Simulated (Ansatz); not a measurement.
HfPbO$_{3}$:
```
HfPbO3
1.0
    4.13203     0.00000     0.00000
    0.00000     4.13203     0.00000
    0.00000     0.00000     4.13203
Hf Pb O
1 1 3
Direct
  0.50000   0.50000   0.50000
  0.00000   0.00000   0.00000
  0.00000   0.50000   0.50000
  0.50000   0.00000   0.50000
  0.50000   0.50000   0.00000
```

Relaxed with r²SCAN. Special points in fractions of this cell's reciprocal vectors: Γ (0.000, 0.000, 0.000); X (0.000, 0.500, 0.000); M (0.500, 0.500, 0.000); R (0.500, 0.500, 0.500).

**Question.** List the band energies nearest the valence-band maximum at these points for the program Ansatz at the r²SCAN level (PAW).

**Answer.** In eV from the valence-band maximum; about four levels below and three above (degenerate sets whole), none deeper than 8.9 eV; points with the same levels are listed once.

| k | below | above |
|---|---|---|
| Γ | -1.02 -1.02 -1.02 -0.42 -0.42 -0.42 | 4.81 4.81 4.81 |
| X | -1.25 -0.47 -0.47 0.00 | 2.91 4.86 5.79 5.79 |
| M | -2.08 -2.08 -1.53 -1.01 -0.03 | 4.95 5.00 5.00 |
| R | -4.00 -4.00 -0.06 -0.06 -0.06 | 6.34 6.34 6.34 |

Space group Pm-3m (cubic perovskite). The first step of the workflow began from a Materials Project structure, measured or hypothetical; the Crystallography Open Database copy checked does not list it. COD files the formula under space group No. 55. Whether it is the stable phase at ambient conditions was not checked. The cell was relaxed with r²SCAN under the symmetry of its start; whether a distortion lowers the energy is not shown. No spin polarisation was allowed. Spin–orbit coupling is left out wherever it is not named.

Potentials: the later of the program's two PAW sets.
